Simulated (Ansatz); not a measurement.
## Ansatz 0.2.0, settings compared: ZrGeF

The input file (Ansatz 0.2.0, plane waves):

```yaml
crystal:
  lattice:
    - [3.399984, 0.0, 0.0]
    - [0.0, 3.399984, 0.0]
    - [0.0, 0.0, 7.634429]
  atoms:
    - { symbol: Zr, position: [0.0, 0.5, 0.244] }
    - { symbol: Zr, position: [0.5, 0.0, 0.756] }
    - { symbol: F, position: [0.0, 0.5, 0.623] }
    - { symbol: F, position: [0.5, 0.0, 0.377] }
    - { symbol: Ge, position: [0.0, 0.0, 0.0] }
    - { symbol: Ge, position: [0.5, 0.5, 0.0] }
  symmetry: { tolerance: 0.0003 }
kpoints:
  mp_grid: { grid: [5, 5, 3], shift: [0, 0, 0] }
magnetization:
  spin_polarized: false
scf:
  occupations: { method: fermi_dirac }
hamiltonian:
  pseudopotentials: { kind: paw }
  xc: pbe
basis:
  ecutwfc: 420
output:
  forces: true
  stress: true
  eigenvalues: true
```

The command:

```bash
ansatz run input.yaml --threads 1 --pin off --max-ram 2560MiB --backend cpu --events-out ev --progress --plain --runs-dir out
```

Origin of the cell: a known structure type with other elements, at an estimated volume, so it need not be a known compound.

The smearing width isn't typed, so it takes its default of 0.1 eV.

Output of this run (shortened):

```
SCF iter   1: F=—  HF=-18574.396670 eV  Δρ=5.42e-3  dr2=4.33e-2
SCF iter   2: F=—  HF=-18574.394782 eV  Δρ=2.33e-3  dr2=2.50e-3
SCF iter   3: F=—  HF=-18574.395311 eV  Δρ=1.06e-3  dr2=8.24e-4
SCF iter   4: F=—  HF=-18574.395143 eV  Δρ=2.45e-4  dr2=5.08e-5
SCF iter   5: F=—  HF=-18574.395176 eV  Δρ=5.51e-5  dr2=2.32e-6
SCF iter   6: F=—  HF=-18574.395176 eV  Δρ=2.43e-5  dr2=4.73e-7
SCF iter   7: F=-18574.395176 eV  HF=-18574.395176 eV  Δρ=7.08e-6  dr2=4.05e-8
SCF 1 converged in 7 iterations: F = -18574.395176 eV  dr2 = 4.05e-8
SCF converged after 7 iterations
Free energy (F): -18574.395176 eV
Harris-Foulkes:  -18574.395176 eV  (|F-HF|=6.46e-9)
Internal energy: -18574.265476 eV  (E = F + TS)
E sigma→0 (E₀):  -18574.330326 eV
Entropy (-TS):   -0.129701 eV (-21.617 meV/atom)
Fermi energy:    14.414361 eV
--- Per-component energies (eV) ---
  E_band       = -329.978959
  E_kinetic    = 1326.098780
  E_local      = -7834.100153  (includes V_loc(G=0)·N_el)
  E_nonlocal   = 1151.134028
  E_hartree    = 3338.849472
  E_xc         = -644.725663
  E_vxc        = -729.924011  (∫ρ·V_xc dr)
  E_paw        = -10350.337596  (= ΣΔE_a)
  E_vpaw       = -920.898132  (= ΣTr[D̂ρ^β])
  E_aug_tail   = 0.004720  (compensation charges beyond the density's cutoff)
  E_ewald      = -5561.189063
  E_smearing   = -0.129701  (= −TS)
  Σ components = -18574.395176   (vs F -18574.395176, Δ=0.00e0)
--- Forces (eV/Å), atoms counted from 1 ---
  atom   1  Zr     0.000000     0.000000     6.057747
  atom   2  Zr     0.000000     0.000000    -6.057747
  atom   3  F      0.000000     0.000000    -0.340769
  atom   4  F      0.000000     0.000000     0.340769
  atom   5  Ge     0.000000     0.000000     0.000000
  atom   6  Ge     0.000000     0.000000     0.000000
  max |Σ_I F_I| component: 0.00e0 eV/Å
--- Stress (GPa, compression-positive) ---
       25.035059       0.000000       0.000000
        0.000000      25.035059       0.000000
        0.000000       0.000000      36.612083
  P = ⅓ Tr σ = 28.8941 GPa (288.941 kbar)
```

The same input was run again with these changes:

1. `hamiltonian.xc` pbe → lda
2. `scf.mixing.algorithm` default → broyden; `scf.mixing.beta` default → 0.3; `scf.mixing.ndim` default → 16
3. `kpoints.mp_grid.grid` [5, 5, 3] → [2, 2, 1]; `accuracy` default → medium
4. `scf.lower_state_search` default → "off"

```
 run        end  SCF iterations  P (GPa)  max force component (eV/Å)  moment (μB)  ΔE(σ→0) (meV/atom)
base  converged               7    28.89                       6.058            –                   0
   1  converged               8    19.17                       5.710            –                   –
   2  converged               8    28.89                       6.058            –                0.00
   3  converged               8    26.06                       4.705            –              -25.02
   4  converged               7    28.89                       6.058            –                0.00
```

Energies are compared only where functional, datasets, charge and starting cell are the same.

Not properties of the system: run 3 (too coarse or loose: `kpoints.mp_grid.grid` = [2, 2, 1]).

Caveats of the base run: no moments, though an odd count or open d shells may carry them; the given cell is far from equilibrium, with atoms too close or a volume far off; the k mesh is coarse if the cell is a metal.

Time of the base run: 2.4 s of wall time on 1 CPU thread(s) of a shared host, from the program's own first density.
